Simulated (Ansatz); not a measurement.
Ga$_{3}$Ir:
```yaml
crystal:
  lattice:
    - [6.51724, 0.00000, 0.00000]
    - [0.00000, 6.51724, 0.00000]
    - [0.00000, 0.00000, 6.61363]
  atoms:
    - { symbol: Ga, position: [0.00000, 0.50000, 0.50000] }
    - { symbol: Ga, position: [0.00000, 0.50000, 0.00000] }
    - { symbol: Ga, position: [0.50000, 0.00000, 0.00000] }
    - { symbol: Ga, position: [0.50000, 0.00000, 0.50000] }
    - { symbol: Ga, position: [0.36227, 0.63773, 0.25875] }
    - { symbol: Ga, position: [0.63773, 0.36227, 0.74125] }
    - { symbol: Ga, position: [0.86227, 0.86227, 0.75875] }
    - { symbol: Ga, position: [0.13773, 0.13773, 0.24125] }
    - { symbol: Ga, position: [0.63773, 0.36227, 0.25875] }
    - { symbol: Ga, position: [0.36227, 0.63773, 0.74125] }
    - { symbol: Ga, position: [0.13773, 0.13773, 0.75875] }
    - { symbol: Ga, position: [0.86227, 0.86227, 0.24125] }
    - { symbol: Ir, position: [0.16016, 0.83984, 0.50000] }
    - { symbol: Ir, position: [0.83984, 0.16016, 0.50000] }
    - { symbol: Ir, position: [0.66016, 0.66016, 0.00000] }
    - { symbol: Ir, position: [0.33984, 0.33984, 0.00000] }
```

Relaxed with r²SCAN. Special points in fractions of this cell's reciprocal vectors: Γ (0.000, 0.000, 0.000); X (0.000, 0.500, 0.000); M (0.500, 0.500, 0.000); Z (0.000, 0.000, 0.500); R (0.000, 0.500, 0.500); A (0.500, 0.500, 0.500).

**Question.** List the band energies nearest the valence-band maximum at these points for DFT-r²SCAN with spin–orbit coupling in the program Ansatz with PAW potentials.

**Answer.** In eV from the valence-band maximum; about four levels below and three above (degenerate sets whole), none deeper than 8.9 eV; points with the same levels are listed once.

```csv
k,below,above
Γ,-0.68 -0.68 -0.04 -0.04,0.02 0.02 0.30 0.30
X,-0.36 -0.36 -0.36 -0.36,0.80 0.80 0.80 0.80
M,-0.55 -0.55 -0.55 -0.55,1.32 1.32 1.32 1.32
Z,-0.59 -0.59 -0.59 -0.59,0.89 0.89 0.89 0.89
R,-0.13 -0.13 0.00 0.00,0.75 0.75 0.79 0.79
A,-0.11 -0.11 -0.11 -0.11,0.82 0.82 0.82 0.82
```

Space group P4_2/mnm. The first step of the workflow began from a Materials Project structure, measured or hypothetical; the Crystallography Open Database copy checked does not list it. Its standing as an ambient phase is unchecked. Symmetry was held in the r²SCAN relaxation; its stability against distortions is not shown here. The run is not spin-polarised.

Potentials: the later of the program's two PAW sets.
